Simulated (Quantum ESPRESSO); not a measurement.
# Kohn-Sham bands of SrTiO₃ (cubic perovskite)

```xyz
5
Lattice="3.9127 0.0000 0.0000 0.0000 3.9127 0.0000 0.0000 0.0000 3.9127" Properties=species:S:1:pos:R:3 pbc="T T T"
Sr     0.0000     0.0000     0.0000
Ti     1.9564     1.9564     1.9564
O      1.9564     0.0000     1.9564
O      0.0000     1.9564     1.9564
O      1.9564     1.9564     0.0000
```

Materials Project entry mp-5229; symmetrised, unrelaxed at this level. COD (Crystallography Open Database) records the formula in this space group. Ideal cubic forms of this type are often high-temperature phases that distort on cooling; symmetry holds the cell here, and its stability was not tested. Method: PBEsol plane waves in Quantum ESPRESSO 7.5 (PseudoDojo norm-conserving files, 68 Ry, no spin polarisation, no spin-orbit coupling), Bloch states on a 8×8×8 mesh through Γ, Wannier90 4.0.1. Density: 8×8×8 mesh, cold smearing 0.01 Ry.

Q: List the Kohn-Sham levels between −8 and 4.8 eV relative to the valence-band maximum at the high-symmetry points, as a band run of pw.x on that density gives them (levels within 2 meV counted together).

A: 
```tsv
point	k (reciprocal lattice)	levels (eV)
Γ	0.000 0.000 0.000	-2.84 (×3), -1.18 (×3), -0.36 (×3), 1.84 (×3), 4.38 (×2)
X	0.000 0.500 0.000	-4.33, -2.86 (×2), -2.50, -2.36 (×2), -1.99, -0.74 (×2), 2.02, 3.80 (×2), 4.40
M	0.500 0.500 0.000	-4.67, -4.55, -4.18, -2.86 (×2), -1.75, -1.57 (×2), -0.09, 3.81 (×2), 4.27
R	0.500 0.500 0.500	-4.68, -4.17 (×2), -3.74 (×3), 0.00 (×3), 4.49 (×3)
```
